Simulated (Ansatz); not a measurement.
Ansatz (a first-principles code) input:

Ansatz 0.2 input:
```yaml
crystal:
  lattice:
    - [3.8035796514, 0.0, 0.0]
    - [0.0, 3.8035796514, 0.0]
    - [0.0, 0.0, 3.8035796514]
  atoms:
    - { symbol: Ca, position: [0.5, 0.5, 0.5] }
    - { symbol: Ti, position: [0.0, 0.0, 0.0] }
    - { symbol: O, position: [0.0, 0.0, 0.5] }
    - { symbol: O, position: [0.0, 0.5, 0.0] }
    - { symbol: O, position: [0.5, 0.0, 0.0] }
kpoints:
  mp_grid: { grid: [7, 7, 7] }
hamiltonian:
  xc: lda
  pseudopotentials: { kind: paw }
scf:
  occupations: { method: fixed }
elastic: { mode: relaxed_ion, stencil: two_point, amplitude: 0.005, f_tol: 0.0005 }
```

Output (shortened):

```
Pseudopotential: Ca, paw, valence charge 10
Pseudopotential: Ti, paw, valence charge 12
Pseudopotential: O, paw, valence charge 6
Functional definition: SPW92
Crystal: 5 atoms, lattice volume = 55.027 Å³
Basis set: ecut = 420 eV, 1045 PW (Γ)
Bands: 25, of which v1, the nominal top of the filled ones, is band 20 counted from 1 (19 counted from 0)
Symmetry: 48 space group operations
Space group: Pm-3m (ITA 221), of the structure as read, at distance tolerance 3.8e-5 Å
k-points: 20 of 343
SCF 1 converged in 11 iterations: F = -5897.304793 eV  dr2 = 5.37e-14
Crystal: 5 atoms, lattice volume = 54.752 Å³
Symmetry: 16 space group operations
k-points: 40 of 343
SCF 2 converged in 10 iterations: F = -5897.302785 eV  dr2 = 6.38e-14
Crystal: 5 atoms, lattice volume = 55.302 Å³
SCF 3 converged in 8 iterations: F = -5897.302860 eV  dr2 = 5.76e-14
Crystal: 5 atoms, lattice volume = 55.027 Å³
Symmetry: 8 space group operations
k-points: 64 of 343
SCF 4 converged in 9 iterations: F = -5897.304106 eV  dr2 = 3.30e-14
Crystal: 5 atoms, lattice volume = 55.027 Å³
SCF 5 converged in 8 iterations: F = -5897.304106 eV  dr2 = 7.11e-15
SCF converged after 11 iterations
Free energy (F): -5897.304793 eV
Harris-Foulkes:  -5897.304793 eV  (|F-HF|=1.82e-12)
Internal energy: -5897.304793 eV  (E = F + TS)
E sigma→0 (E₀):  -5897.304793 eV
Fermi energy:    9.519291 eV
--- Per-component energies (eV) ---
  E_band       = -263.904627
  E_kinetic    = 1078.916399
  E_local      = -2402.172951  (includes V_loc(G=0)·N_el)
  E_nonlocal   = 222.340194
  E_hartree    = 879.145493
  E_xc         = -453.662673
  E_vxc        = -576.959528  (∫ρ·V_xc dr)
  E_paw        = -2254.381640  (= ΣΔE_a)
  E_vpaw       = -344.327450  (= ΣTr[D̂ρ^β])
  E_aug_tail   = 0.007721  (compensation charges beyond the density's cutoff)
  E_ewald      = -2968.397217
  E_core_change = 0.899881  (= ΣΔE_core)
  E_smearing   =  0.000000  (= −TS)
  E_closure    =  0.000000  (closes the sum)
  Σ components = -5897.304793   (vs F -5897.304793, Δ=0.00e0)
--- Forces (eV/Å), atoms counted from 1 ---
  atom   1  Ca     0.00000000     0.00000000     0.00000000
  atom   2  Ti     0.00000000     0.00000000     0.00000000
  atom   3  O      0.00000000     0.00000000     0.00000000
  atom   4  O      0.00000000     0.00000000     0.00000000
  atom   5  O      0.00000000     0.00000000     0.00000000
  max |Σ_I F_I| component: 0.0 eV/Å
--- Stress (GPa, compression-positive) ---
        0.009685       0.000000       0.000000
        0.000000       0.009685       0.000000
        0.000000       0.000000       0.009685
  P = ⅓ Tr σ = 0.0097 GPa (0.097 kbar)
--- Band table (eV; the first three rows and the last of 20) ---
  k-point 0: bands = ["-45.9542", "-29.0782", "-22.5989", "-22.5989", "-22.5989", "-10.2924", "-10.2924", "-10.2924", "-7.9578", "-6.7779", "-6.7779", "6.4019", "6.4019", "6.4019", "8.3043", "8.3043", "8.3043", "9.1666", "9.1666", "9.1666", "11.4719", …
  k-point 1: bands = ["-45.9538", "-29.0767", "-22.6183", "-22.5980", "-22.5980", "-10.3659", "-10.2896", "-10.2896", "-7.8054", "-6.7686", "-6.6964", "6.1551", "6.4026", "6.4026", "8.0041", "8.0041", "8.1076", "8.4844", "9.0523", "9.0523", "11.5121", …
  k-point 2: bands = ["-45.9529", "-29.0732", "-22.6613", "-22.5959", "-22.5959", "-10.5151", "-10.2834", "-10.2834", "-7.4683", "-6.7476", "-6.5056", "5.5604", "6.4330", "6.4330", "7.3780", "7.4062", "7.4062", "7.7211", "8.9289", "8.9289", "11.6066", …
  k-point 19: bands = ["-45.9483", "-29.0535", "-22.6878", "-22.6875", "-22.6875", "-10.4035", "-10.3946", "-10.3946", "-6.2933", "-6.2430", "-6.2430", "4.8517", "4.9810", "4.9861", "4.9861", "5.1587", "5.1587", "9.4223", "9.4223", "9.5193", "14.2837", …
--- Elastic constants: 2 strain directions × 2 members + reference (group order 48) ---
  dense FFT box of the reference and of every strained cell: 27×27×27
  strains applied: 11, 23; error gains: componentwise 1.00 (the most a stress slope's error grows in a printed constant), spectral 1.73 (1 for all six strains …
  C = ∂σ_k/∂η_j (tension-positive GPa; Voigt order 11 22 33 23 13 12):
       400.827    108.132    108.132      0.000      0.000      0.000
       108.132    400.827    108.132      0.000      0.000      0.000
       108.132    108.132    400.827      0.000      0.000      0.000
         0.000      0.000      0.000    101.399      0.000      0.000
         0.000      0.000      0.000      0.000    101.399      0.000
         0.000      0.000      0.000      0.000      0.000    101.399
  reference stress σ⁰ (GPa):     -0.010     -0.010     -0.010      0.000      0.000      0.000
  moduli (Voigt/Reuss/Hill, GPa): K = 205.70/205.70/205.70   G = 119.38/115.60/117.49   E = 296.10   ν = 0.260
  mechanically stable: yes (min eigenvalue of sym C = 101.40 GPa)
  strain η (Voigt 11):  stress-route row diagonal C_11 = 400.83 GPa, energy-path curvature d²(F+E_count+ΔE)/dδ²/Ω₀ = 402.27 GPa
         δ    σ_11 (GPa)             F (eV)   n_scf  n_hpsi   n_pw
    -5.000e-3      -2.0677       -5897.3027852      10   20851   1086   relax 0 steps, max|allowed force component| 0.0 eV/Å
     5.000e-3       1.9406       -5897.3028603       8   17227   1092   relax 0 steps, max|allowed force component| 0.0 eV/Å
  strain η (Voigt 23):  stress-route row diagonal C_44 = 101.40 GPa, energy-path curvature d²(F+E_count+ΔE)/dδ²/Ω₀ = 101.89 GPa
         δ    σ_23 (GPa)             F (eV)   n_scf  n_hpsi   n_pw
    -5.000e-3      -0.5070       -5897.3041059       9   30030   1090   relax 0 steps, max|allowed force component| 0.0 eV/Å
     5.000e-3       0.5070       -5897.3041059       8   26967   1090   relax 0 steps, max|allowed force component| 0.0 eV/Å
```

Cost: roughly 16 core-seconds on shared cores.

The workflow started from an entry of the Crystallography Open Database (COD), which files this formula under 5 space groups. Whether it is the stable phase at ambient conditions was not checked. The LDA relaxation kept the symmetry of its start. At this level the phase is dynamically unstable (imaginary phonons). The run is not spin-polarised.

Potentials: the later of the program's two PAW sets.

Ansatz is a plane-wave DFT program.
